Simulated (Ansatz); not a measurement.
Consider the following.

Starting cell, GaAs (zinc blende):

```
CELL_PARAMETERS angstrom
      0.00000     5.74607     5.74607
      2.87304     0.00000     2.87304
      2.87304     2.87304     0.00000
ATOMIC_POSITIONS crystal
  As 0.37500 0.75000 0.75000
  As 0.87500 0.75000 0.75000
  Ga 0.00000 0.00000 0.00000
  Ga 0.50000 0.00000 0.00000
```

A phonon eigenvector at L = (0.5, 0.0, 0.0) is frozen into this cell: atom i moves by Q times the vector below, so Q is the largest atomic displacement, in Å. The cell is held. It is one choice among 2 degenerate patterns. (q is in reciprocal vectors of the primitive cell; the cell shown is doubled to hold the pattern.)

| atom | x | y | z |
|---|---|---|---|
| As1 | 0.267 | -0.486 | 0.753 |
| As2 | -0.267 | 0.486 | -0.753 |
| Ga3 | -0.285 | 0.520 | -0.805 |
| Ga4 | 0.285 | -0.520 | 0.805 |

These are PBE (plane waves to 420 eV, PAW, scalar-relativistic; Ansatz, an electronic-structure program) values and carry that method's errors. k mesh 5×10×10 (Γ-centred), Fermi-Dirac smearing 0.05 eV. The energy includes the smearing's −TS. GaAs was relaxed with its symmetry unable to fall. The PAW data are Ansatz's earlier set. The zero of ΔE is the undisplaced structure.

The scan covers Q from -0.180 to 0.180 Å in 13 points.

Q: Which space group does the distorted structure have?

A: P1 (No. 1), lowered from F-43m.

Q: What is the energy change at Q = 0.180 Å?

A: 59.0 meV/cell.

Q: What harmonic wavenumber does the curvature at Q = 0 give?

A: 60 cm⁻¹.

(A displaced cell: forces are minus the slopes of the energy, force constants its curvatures, and phonons follow from these.)
